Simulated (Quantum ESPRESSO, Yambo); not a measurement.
MgCO₃ (space group R-3c, No. 167). The geometry is that of Materials Project entry mp-5348, symmetrised and not relaxed again. Chain: norm-conserving LDA (Quantum ESPRESSO, 84 Ry, scalar-relativistic); G0W0 in Yambo (4×4×4 Γ-centred k mesh, bands 3 to 115 and a 6 Ry block in the screening, 115 bands in G with the Bruneval-Gonze terminator, plasmon pole fitted at 27.2 eV); BSE (4×4×4 mesh, 16 valence and 8 conduction bands, static screening with 66 bands and a 3 Ry block, scissor 3.41 eV, Tamm-Dancoff).

The LDA gap (dense path) comes out as 4.92 eV and the LDA gap (0, 0.25, -0.25) → (0.25, 0.25, 0.25) on the GW mesh comes out as 5.02 eV. The LDA smallest direct gap on the GW mesh, at (0.25, 0.25, 0.25) is 5.56 eV, the G0W0 direct gap at that point comes out as 8.96 eV and the G0W0 correction to the gap (0, 0.25, -0.25) → (0.25, 0.25, 0.25) is 3.56 eV. The direct gap on the BSE mesh, with the scissor is 8.96 eV and the first BSE state allowed for light along x is 6.97 eV. The lowest BSE state is 5.65 eV. The binding of the lowest exciton is 3.31 eV and the RPA electronic dielectric constant along x comes out as 2.95 (4×4×4 mesh, LDA bands).

Rough cost of the Yambo steps against G0W0 for 12 states: BSE about 1/4, one RPA spectrum about 1/80.

Convergence of the G0W0 settings was not tested. The mesh misses a band edge: along a dense path the LDA gap is 4.92 eV against 5.02 eV on the mesh. The BSE states are vertical excitations (zero momentum); the indirect quasiparticle gap, about 8.48 eV, is smaller than the direct one (8.96 eV on the GW mesh). Convergence of the RPA response with its 4×4×4 mesh was not tested. Convergence of the binding with the mesh was not shown. Axes are Cartesian, with cell vectors (Å) (2.32, 1.34, 4.98), (-2.32, 1.34, 4.98), (0.00, -2.68, 4.98).
